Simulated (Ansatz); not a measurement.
LiH:
Space group Fm-3m (No. 225); a = b = c = 4.005 Å, α = β = γ = 90.00°

```
atom  site  symmetry       x       y       z
----  ----  --------  ------  ------  ------
Li      4a      m-3m  0.0000  0.0000  0.0000
H       4b      m-3m  0.5000  0.5000  0.5000
```
(The calculation used a cell of 2 atoms; values per cell refer to that cell.)

Relaxed with r²SCAN. Plane-wave PAW r²SCAN (Ansatz code) gives a gap of 3.63 eV.

Problem. What gap does HSE06 give on the same cell (Ansatz, PAW)?

Solution. 3.97 eV, 0.34 eV more. The hybrid was solved on a coarser mesh and at special points; its gap is the smallest among all of these.

```tsv
k	v1 r²SCAN	c1 r²SCAN	v1 HSE06	c1 HSE06
X	0.00	3.63	0.00	3.97
L	-2.61	5.54	[?]	[?]
W	-0.22	6.01	[?]	[?]
K	-0.49	4.82	[?]	[?]
```

Problem. Top valence (v1) and lowest conduction level (c1) in eV from each method's valence maximum (which need not be a listed point): supply the withheld HSE06 values.

Solution. 
- L, v1 HSE06: -2.88
- L, c1 HSE06: 5.95
- W, v1 HSE06: -0.24
- W, c1 HSE06: 6.39
- K, v1 HSE06: -0.55
- K, c1 HSE06: 5.19

Cost on shared cores: the r²SCAN run (SCF on a 12×12×12 mesh, then bands and DOS) around 5 core-seconds (rough), the HSE06 run (SCF on 9×9×9, then a few points) about 50 core-seconds (a rough figure); the tasks are unlike.

Symmetry was held in the r²SCAN relaxation.

Potentials: the later of the program's two PAW sets.
